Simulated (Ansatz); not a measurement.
Ca (fcc (Cu type)), relaxed and computed with several functionals in Ansatz (plane waves, PAW). Much of their spread follows the volume that each gives.

| functional | V (Å³/atom) | K_Hill (GPa) |
|---|---|---|
| LDA | 37.98 | 19.6 |
| PBE | 42.18 | 17.5 |
| PBEsol | 40.58 | 18.1 |
| PBE+D3(BJ) | 40.13 | ? |

### Question
Fit a straight line to ln K against ln V and predict the withheld value.

### Answer
Least squares on the 3 shown rows: ln K = -1.09 × ln V + (6.938), with a scatter of 0.4 %. For PBE+D3(BJ) this gives 18.4. The run itself gave 18.5, a miss of 0.5 % of that.

All cells were relaxed under the symmetry of their starts (and spin orders); stability against distortions was not tested throughout.

Potentials: the earlier of the program's two PAW sets. The files were generated under PBE; for other functionals the program regenerates the frozen cores, and for LDA and PBEsol the local potential too.

Ansatz (a quantum-chemistry and plane-wave program) is a plane-wave DFT program.
